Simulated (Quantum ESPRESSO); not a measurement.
## Calculated data, TaTiNbO$_{6}$F$_{2}$ (made-up cell, one site empty), Ca$_{3}$AlClOF$_{6}$ (made-up cell), Si$_{3}$GeO$_{8}$ (made-up cell)

All values are calculated (Quantum ESPRESSO 7.5). Calculation on a made-up crystal cell, not a measurement: periodic Kohn-Sham density functional theory in plane waves with PseudoDojo standard norm-conserving scalar-relativistic pseudopotentials, each functional with its own files (v0.5 for PBE, v0.4.1 for LDA and PBEsol), no spin polarisation, no spin-orbit coupling, atoms not relaxed, stress positive in tension, energies less a fixed whole-eV offset for each atom's element; levels are Kohn-Sham levels at fractions of this cell's reciprocal vectors, counted from the reference band (half the neutral cell's valence electrons, rounded up) at Gamma; error bars cover cutoff and k-mesh only, not smearing or the files; each bar is the largest change over components, and at least 0.002 eV, 0.002 eV per angstrom or 0.02 GPa; added strain carries the atoms with the cell, and shear is the tensor component; no dispersion term; energies are for the whole cell, and the offsets were chosen from early runs and are not element reference energies; machines and their load varied, so run times do not measure scaling.

Settings shared by all entries: functional pbe; cutoff 1143 eV; scf tolerance 1e-07 eV; electrons removed 0.

(1) 
```cif
# cell vector a (Å): 4.6742 0.0395 -0.0155
# cell vector b (Å): 0.0395 4.6867 -0.0072
# cell vector c (Å): -0.0201 -0.0093 6.0619
data_TaTiNbO6F2
_symmetry_space_group_name_H-M 'P 1'
_symmetry_Int_Tables_number 1
_cell_length_a 4.6744
_cell_length_b 4.6869
_cell_length_c 6.0619
_cell_angle_alpha 90.178
_cell_angle_beta 90.381
_cell_angle_gamma 89.033
_cell_volume 132.78
loop_
_atom_site_label
_atom_site_type_symbol
_atom_site_fract_x
_atom_site_fract_y
_atom_site_fract_z
_atom_site_occupancy
Ti1 Ti 0.99726 0.01107 0.00563 1
Ta1 Ta 0.00278 0.00022 0.49851 1
Nb1 Nb 0.50091 0.49945 0.75037 1
O1 O 0.29878 0.30996 0.00107 1
O2 O 0.69216 0.69355 0.99999 1
O3 O 0.80012 0.19840 0.25199 1
O4 O 0.19503 0.80522 0.25047 1
F1 F 0.30645 0.30072 0.50268 1
O5 O 0.70359 0.69290 0.49691 1
F2 F 0.80855 0.19782 0.74831 1
O6 O 0.19218 0.80975 0.74487 1
_calc_lattice_type 'rutile, doubled along c'
_calc_empty_site 2
_calc_fermi_dirac_smearing 0.025  # eV
_calc_run_command 'pw.x -nk 1 -in in'
_calc_run_processor 'AMD EPYC, Zen 5 class, virtual cores'
_calc_k_mesh '5 x 5 x 4, shifted by half a step'
_calc_free_energy_less_offsets 9.988  # eV
_calc_scf_iterations 22
_calc_smearing_term_minus_ts 0  # eV
_calc_pressure -1.463  # GPa
_calc_stress_xx -3.339  # GPa
_calc_stress_yy -1.42  # GPa
_calc_stress_zz 9.146  # GPa
_calc_stress_yz -1.861  # GPa
_calc_stress_xz -3.641  # GPa
_calc_stress_xy 10.14  # GPa
_calc_reference_band 44
_calc_error_bar_energy 0.003921  # eV
_calc_error_bar_stress 0.03394  # GPa
_calc_error_bar_force 0.002  # eV/angstrom
_calc_error_bar_next_band_up 0.002  # eV
_calc_error_bars_from 'tighter rerun of this cell'
_calc_wall_time_of_scf_and_band_steps_on_a_shared_machine 1347  # s
```

Atoms:
```tsv
atoms element	atom site	atom energy offset (eV)
Ti	1	-1614
Ta	3	-1770
Nb	4	-1693
O	5	-452
O	6	-452
O	7	-452
O	8	-452
F	9	-677
O	10	-452
F	11	-677
O	12	-452
```

Forces:
```tsv
site	x (eV/Å)	y (eV/Å)	z (eV/Å)
1	1.351	-1.213	7.084
3	-1.109	-4.775	-9.654
4	-0.2843	5.583	5.612
5	-0.6127	-0.9885	-3.343
6	0.2875	0.09108	-3.763
7	1.583	-1.289	0.3054
8	-1.61	2.1	0.8362
9	-0.3989	-0.3908	-0.3275
10	0.6502	0.8487	2.539
11	-0.5078	0.4308	0.3787
12	0.6503	-0.3976	0.3325
```

Levels:
```tsv
level k point	next band up (eV)
Gamma	2.339
(1/2,1/2,1/2)	2.537
(0.15,0,0)	2.379
(0,0.15,0)	2.355
(0,0,0.15)	2.273
```

(2) 
```cif
# cell vector a (Å): 5.7086 -0.0275 0.0522
# cell vector b (Å): -0.0275 5.5573 0.0022
# cell vector c (Å): 0.0522 0.0022 5.6877
data_Ca3AlClOF6
_symmetry_space_group_name_H-M 'P 1'
_symmetry_Int_Tables_number 1
_cell_length_a 5.7089
_cell_length_b 5.5574
_cell_length_c 5.6879
_cell_angle_alpha 89.958
_cell_angle_beta 88.950
_cell_angle_gamma 90.559
_cell_volume 180.42
loop_
_atom_site_label
_atom_site_type_symbol
_atom_site_fract_x
_atom_site_fract_y
_atom_site_fract_z
_atom_site_occupancy
Ca1 Ca 0.99751 0.99339 0.99668 1
Ca2 Ca 0.99894 0.49948 0.50179 1
Ca3 Ca 0.49671 0.00413 0.51094 1
Al1 Al 0.49914 0.50856 0.99596 1
F1 F 0.24469 0.24791 0.24509 1
F2 F 0.24355 0.23946 0.75033 1
F3 F 0.24728 0.74375 0.25159 1
O1 O 0.24555 0.75353 0.75630 1
Cl1 Cl 0.75217 0.25029 0.24783 1
F4 F 0.75271 0.24650 0.74787 1
F5 F 0.75465 0.75202 0.25044 1
F6 F 0.74785 0.73568 0.75961 1
_calc_lattice_type 'fluorite'
_calc_fermi_dirac_smearing 0.025  # eV
_calc_run_command 'mpirun -np 4 pw.x -nk 4 -in in'
_calc_run_processor 'Intel Xeon, 2023 or later, virtual cores'
_calc_k_mesh '4 x 4 x 4, shifted by half a step'
_calc_free_energy_less_offsets 27.86  # eV
_calc_scf_iterations 14
_calc_smearing_term_minus_ts 0  # eV
_calc_pressure -3.648  # GPa
_calc_stress_xx 5.431  # GPa
_calc_stress_yy 1.54  # GPa
_calc_stress_zz 3.972  # GPa
_calc_stress_yz -3.335  # GPa
_calc_stress_xz 2.701  # GPa
_calc_stress_xy -2.592  # GPa
_calc_reference_band 44
_calc_error_bar_energy 0.002302  # eV
_calc_error_bar_stress 0.02  # GPa
_calc_error_bar_force 0.002  # eV/angstrom
_calc_error_bar_next_band_up 0.002  # eV
_calc_error_bars_from 'tighter rerun of this cell'
_calc_wall_time_of_scf_and_band_steps_on_a_shared_machine 152.2  # s
```

Atoms:
```tsv
atoms element	atom site	atom energy offset (eV)
Ca	1	-1055
Ca	2	-1055
Ca	3	-1055
Al	4	-64
F	5	-677
F	6	-677
F	7	-677
O	8	-452
Cl	9	-449
F	10	-677
F	11	-677
F	12	-677
```

Forces:
```tsv
site	x (eV/Å)	y (eV/Å)	z (eV/Å)
1	2.1	-1.805	-1.709
2	2.075	1.728	1.859
3	-1.945	-1.855	1.644
4	-1.639	1.795	-1.463
5	0.642	0.4632	-0.3774
6	0.5243	0.5458	0.2364
7	0.7329	-0.449	-0.2923
8	1.452	-1.451	1.045
9	-1.974	1.714	-1.676
10	-0.6283	0.3175	0.3893
11	-0.6621	-0.4327	-0.3151
12	-0.6769	-0.571	0.6596
```

Levels:
```tsv
level k point	next band up (eV)
Gamma	0.5236
(1/2,1/2,1/2)	1.739
(0.15,0,0)	0.6817
(0,0.15,0)	0.6825
(0,0,0.15)	0.6723
```

(3) 
```cif
# cell vector a (Å): 4.7409 -0.0494 -0.0068
# cell vector b (Å): -0.0494 4.8033 0.0417
# cell vector c (Å): -0.0068 0.0417 4.6928
data_Si3GeO8
_symmetry_space_group_name_H-M 'P 1'
_symmetry_Int_Tables_number 1
_cell_length_a 4.7412
_cell_length_b 4.8037
_cell_length_c 4.6930
_cell_angle_alpha 88.993
_cell_angle_beta 90.170
_cell_angle_gamma 91.187
_cell_volume 106.84
loop_
_atom_site_label
_atom_site_type_symbol
_atom_site_fract_x
_atom_site_fract_y
_atom_site_fract_z
_atom_site_occupancy
Ge1 Ge 0.00348 0.00512 0.98994 1
Si1 Si 0.99090 0.49903 0.48571 1
Si2 Si 0.50555 0.99702 0.49891 1
Si3 Si 0.49203 0.49699 0.00546 1
O1 O 0.25742 0.25023 0.25591 1
O2 O 0.24887 0.25231 0.75038 1
O3 O 0.24492 0.74653 0.24253 1
O4 O 0.25283 0.74970 0.75176 1
O5 O 0.74900 0.25440 0.24531 1
O6 O 0.74849 0.25111 0.75124 1
O7 O 0.74615 0.75017 0.24680 1
O8 O 0.74436 0.75844 0.74762 1
_calc_lattice_type 'fluorite'
_calc_fermi_dirac_smearing 0.1  # eV
_calc_run_command 'pw.x -nk 1 -in in'
_calc_run_processor 'AMD EPYC, Zen 5 class, virtual cores'
_calc_k_mesh '7 x 7 x 7, shifted by half a step'
_calc_free_energy_less_offsets 16.57  # eV
_calc_scf_iterations 13
_calc_smearing_term_minus_ts -0.002791  # eV
_calc_pressure -13.73  # GPa
_calc_stress_xx 12.65  # GPa
_calc_stress_yy 23.32  # GPa
_calc_stress_zz 5.219  # GPa
_calc_stress_yz -2.158  # GPa
_calc_stress_xz 0.9114  # GPa
_calc_stress_xy 1.259  # GPa
_calc_fermi_level 0.3416  # eV
_calc_reference_band 37
_calc_error_bar_energy 0.002748  # eV
_calc_error_bar_stress 0.08461  # GPa
_calc_error_bar_force 0.002  # eV/angstrom
_calc_error_bar_next_band_up 0.002  # eV
_calc_error_bar_fermi_level 0.04177  # eV
_calc_error_bars_from 'tighter rerun of this cell'
_calc_wall_time_of_scf_and_band_steps_on_a_shared_machine 1560  # s
```

Atoms:
```tsv
atoms element	atom site	atom energy offset (eV)
Ge	1	-2430
Si	2	-115
Si	3	-115
Si	4	-115
O	5	-452
O	6	-452
O	7	-452
O	8	-452
O	9	-452
O	10	-452
O	11	-452
O	12	-452
```

Forces:
```tsv
site	x (eV/Å)	y (eV/Å)	z (eV/Å)
1	-0.03453	-0.3981	-0.1296
2	0.1438	0.1934	0.3088
3	-0.03682	-0.1918	0.4623
4	-0.126	0.299	-0.3185
5	0.3805	0.2423	0.2379
6	0.328	0.5099	0.02052
7	0.1556	-0.6231	0.9425
8	0.3168	-0.3405	-1.175
9	0.1202	0.4787	0.8571
10	-0.4721	0.8814	-1.185
11	-0.6353	-0.4938	0.712
12	-0.1401	-0.5574	-0.7334
```

Levels:
```tsv
level k point	next band up (eV)
Gamma	0.1065
(1/2,1/2,1/2)	3.955
(0.15,0,0)	0.7504
(0,0.15,0)	0.7459
(0,0,0.15)	0.7417
```

(4) 
```cif
# cell vector a (Å): 4.7409 -0.0494 -0.0068
# cell vector b (Å): -0.0494 4.8033 0.0417
# cell vector c (Å): -0.0068 0.0417 4.6928
data_Si3GeO8
_symmetry_space_group_name_H-M 'P 1'
_symmetry_Int_Tables_number 1
_cell_length_a 4.7412
_cell_length_b 4.8037
_cell_length_c 4.6930
_cell_angle_alpha 88.993
_cell_angle_beta 90.170
_cell_angle_gamma 91.187
_cell_volume 106.84
loop_
_atom_site_label
_atom_site_type_symbol
_atom_site_fract_x
_atom_site_fract_y
_atom_site_fract_z
_atom_site_occupancy
Si1 Si 0.00348 0.00512 0.98994 1
Ge1 Ge 0.99090 0.49903 0.48571 1
Si2 Si 0.50555 0.99702 0.49891 1
Si3 Si 0.49203 0.49699 0.00546 1
O1 O 0.25742 0.25023 0.25591 1
O2 O 0.24887 0.25231 0.75038 1
O3 O 0.24492 0.74653 0.24253 1
O4 O 0.25283 0.74970 0.75176 1
O5 O 0.74900 0.25440 0.24531 1
O6 O 0.74849 0.25111 0.75124 1
O7 O 0.74615 0.75017 0.24680 1
O8 O 0.74436 0.75844 0.74762 1
_calc_lattice_type 'fluorite'
_calc_fermi_dirac_smearing 0.1  # eV
_calc_run_command 'pw.x -nk 1 -in in'
_calc_run_processor 'AMD EPYC, Zen 5 class, virtual cores'
_calc_k_mesh '7 x 7 x 7, shifted by half a step'
_calc_free_energy_less_offsets 16.54  # eV
_calc_scf_iterations 13
_calc_smearing_term_minus_ts -0.002888  # eV
_calc_pressure -13.79  # GPa
_calc_stress_xx 12.75  # GPa
_calc_stress_yy 23.46  # GPa
_calc_stress_zz 5.159  # GPa
_calc_stress_yz -2.248  # GPa
_calc_stress_xz 0.7966  # GPa
_calc_stress_xy 1.092  # GPa
_calc_fermi_level 0.3405  # eV
_calc_reference_band 37
_calc_error_bar_energy 0.002748  # eV
_calc_error_bar_stress 0.08461  # GPa
_calc_error_bar_force 0.002  # eV/angstrom
_calc_error_bar_next_band_up 0.002  # eV
_calc_error_bar_fermi_level 0.04177  # eV
_calc_error_bars_from 'tighter rerun of a related cell'
_calc_wall_time_of_scf_and_band_steps_on_a_shared_machine 1382  # s
```

Atoms:
```tsv
atoms element	atom site	atom energy offset (eV)
Si	1	-115
Ge	2	-2430
Si	3	-115
Si	4	-115
O	5	-452
O	6	-452
O	7	-452
O	8	-452
O	9	-452
O	10	-452
O	11	-452
O	12	-452
```

Forces:
```tsv
site	x (eV/Å)	y (eV/Å)	z (eV/Å)
1	0.04677	-0.3044	-0.4731
2	0.3591	0.3001	0.809
3	-0.06188	-0.1893	0.5009
4	-0.1553	0.2834	-0.3767
5	0.4479	-0.794	-0.7681
6	0.08946	-0.6618	1.178
7	0.2876	0.5698	-0.1922
8	0.2085	0.6639	-0.2091
9	-0.1032	-0.718	-0.3023
10	-0.3812	-0.3059	-0.008896
11	-0.7644	0.6899	-0.4101
12	0.0266	0.4665	0.2527
```

Levels:
```tsv
level k point	next band up (eV)
Gamma	0.09488
(1/2,1/2,1/2)	3.915
(0.15,0,0)	0.7415
(0,0.15,0)	0.7331
(0,0,0.15)	0.7465
```

(5) 
```cif
# cell vector a (Å): 4.7409 -0.0494 -0.0068
# cell vector b (Å): -0.0494 4.8033 0.0417
# cell vector c (Å): -0.0068 0.0417 4.6928
data_Si3GeO8
_symmetry_space_group_name_H-M 'P 1'
_symmetry_Int_Tables_number 1
_cell_length_a 4.7412
_cell_length_b 4.8037
_cell_length_c 4.6930
_cell_angle_alpha 88.993
_cell_angle_beta 90.170
_cell_angle_gamma 91.187
_cell_volume 106.84
loop_
_atom_site_label
_atom_site_type_symbol
_atom_site_fract_x
_atom_site_fract_y
_atom_site_fract_z
_atom_site_occupancy
Si1 Si 0.00348 0.00512 0.98994 1
Si2 Si 0.99090 0.49903 0.48571 1
Ge1 Ge 0.50555 0.99702 0.49891 1
Si3 Si 0.49203 0.49699 0.00546 1
O1 O 0.25742 0.25023 0.25591 1
O2 O 0.24887 0.25231 0.75038 1
O3 O 0.24492 0.74653 0.24253 1
O4 O 0.25283 0.74970 0.75176 1
O5 O 0.74900 0.25440 0.24531 1
O6 O 0.74849 0.25111 0.75124 1
O7 O 0.74615 0.75017 0.24680 1
O8 O 0.74436 0.75844 0.74762 1
_calc_lattice_type 'fluorite'
_calc_fermi_dirac_smearing 0.1  # eV
_calc_run_command 'pw.x -nk 1 -in in'
_calc_run_processor 'AMD EPYC, Zen 5 class, virtual cores'
_calc_k_mesh '7 x 7 x 7, shifted by half a step'
_calc_free_energy_less_offsets 16.6  # eV
_calc_scf_iterations 13
_calc_smearing_term_minus_ts -0.002592  # eV
_calc_pressure -13.64  # GPa
_calc_stress_xx 12.83  # GPa
_calc_stress_yy 23.2  # GPa
_calc_stress_zz 4.881  # GPa
_calc_stress_yz -2.043  # GPa
_calc_stress_xz 0.7241  # GPa
_calc_stress_xy 1.511  # GPa
_calc_fermi_level 0.3465  # eV
_calc_reference_band 37
_calc_error_bar_energy 0.002748  # eV
_calc_error_bar_stress 0.08461  # GPa
_calc_error_bar_force 0.002  # eV/angstrom
_calc_error_bar_next_band_up 0.002  # eV
_calc_error_bar_fermi_level 0.04177  # eV
_calc_error_bars_from 'tighter rerun of a related cell'
_calc_wall_time_of_scf_and_band_steps_on_a_shared_machine 1529  # s
```

Atoms:
```tsv
atoms element	atom site	atom energy offset (eV)
Si	1	-115
Si	2	-115
Ge	3	-2430
Si	4	-115
O	5	-452
O	6	-452
O	7	-452
O	8	-452
O	9	-452
O	10	-452
O	11	-452
O	12	-452
```

Forces:
```tsv
site	x (eV/Å)	y (eV/Å)	z (eV/Å)
1	0.04853	-0.2859	-0.4386
2	0.1781	0.1788	0.3058
3	-0.291	-0.1044	0.3754
4	-0.1555	0.2798	-0.3414
5	-0.6984	0.3425	-0.8325
6	-0.8391	0.2599	1.152
7	-0.8605	-0.5545	-0.07461
8	-0.8199	-0.3407	-0.07221
9	1.16	0.6166	-0.1924
10	0.7098	0.8433	-0.0373
11	0.4302	-0.5535	-0.359
12	1.137	-0.682	0.5148
```

Levels:
```tsv
level k point	next band up (eV)
Gamma	0.1171
(1/2,1/2,1/2)	4.02
(0.15,0,0)	0.7549
(0,0.15,0)	0.7626
(0,0,0.15)	0.7682
```

(6) 
```cif
# cell vector a (Å): 4.7409 -0.0494 -0.0068
# cell vector b (Å): -0.0494 4.8033 0.0417
# cell vector c (Å): -0.0068 0.0417 4.6928
data_Si3GeO8
_symmetry_space_group_name_H-M 'P 1'
_symmetry_Int_Tables_number 1
_cell_length_a 4.7412
_cell_length_b 4.8037
_cell_length_c 4.6930
_cell_angle_alpha 88.993
_cell_angle_beta 90.170
_cell_angle_gamma 91.187
_cell_volume 106.84
loop_
_atom_site_label
_atom_site_type_symbol
_atom_site_fract_x
_atom_site_fract_y
_atom_site_fract_z
_atom_site_occupancy
Si1 Si 0.00348 0.00512 0.98994 1
Si2 Si 0.99090 0.49903 0.48571 1
Si3 Si 0.50555 0.99702 0.49891 1
Ge1 Ge 0.49203 0.49699 0.00546 1
O1 O 0.25742 0.25023 0.25591 1
O2 O 0.24887 0.25231 0.75038 1
O3 O 0.24492 0.74653 0.24253 1
O4 O 0.25283 0.74970 0.75176 1
O5 O 0.74900 0.25440 0.24531 1
O6 O 0.74849 0.25111 0.75124 1
O7 O 0.74615 0.75017 0.24680 1
O8 O 0.74436 0.75844 0.74762 1
_calc_lattice_type 'fluorite'
_calc_fermi_dirac_smearing 0.1  # eV
_calc_run_command 'pw.x -nk 1 -in in'
_calc_run_processor 'AMD EPYC, Zen 5 class, virtual cores'
_calc_k_mesh '7 x 7 x 7, shifted by half a step'
_calc_free_energy_less_offsets 16.67  # eV
_calc_scf_iterations 13
_calc_smearing_term_minus_ts -0.002535  # eV
_calc_pressure -13.43  # GPa
_calc_stress_xx 12.55  # GPa
_calc_stress_yy 22.96  # GPa
_calc_stress_zz 4.784  # GPa
_calc_stress_yz -2.306  # GPa
_calc_stress_xz 0.8038  # GPa
_calc_stress_xy 1.281  # GPa
_calc_fermi_level 0.3524  # eV
_calc_reference_band 37
_calc_error_bar_energy 0.002748  # eV
_calc_error_bar_stress 0.08461  # GPa
_calc_error_bar_force 0.002  # eV/angstrom
_calc_error_bar_next_band_up 0.002  # eV
_calc_error_bar_fermi_level 0.04177  # eV
_calc_error_bars_from 'tighter rerun of a related cell'
_calc_wall_time_of_scf_and_band_steps_on_a_shared_machine 1359  # s
```

Atoms:
```tsv
atoms element	atom site	atom energy offset (eV)
Si	1	-115
Si	2	-115
Si	3	-115
Ge	4	-2430
O	5	-452
O	6	-452
O	7	-452
O	8	-452
O	9	-452
O	10	-452
O	11	-452
O	12	-452
```

Forces:
```tsv
site	x (eV/Å)	y (eV/Å)	z (eV/Å)
1	0.01377	-0.3109	-0.466
2	0.1476	0.1874	0.3509
3	-0.02449	-0.1917	0.5036
4	0.1071	0.4192	-0.6408
5	-0.8111	-0.9822	0.4406
6	-0.9667	-0.8125	0.08801
7	-0.9546	0.5549	0.9819
8	-0.7866	0.8234	-1.225
9	1.235	-0.6034	0.9746
10	0.6527	-0.2169	-1.081
11	0.4535	0.6077	0.7506
12	0.9333	0.5252	-0.678
```

Levels:
```tsv
level k point	next band up (eV)
Gamma	0.1133
(1/2,1/2,1/2)	4.124
(0.15,0,0)	0.7694
(0,0.15,0)	0.7745
(0,0,0.15)	0.774
```
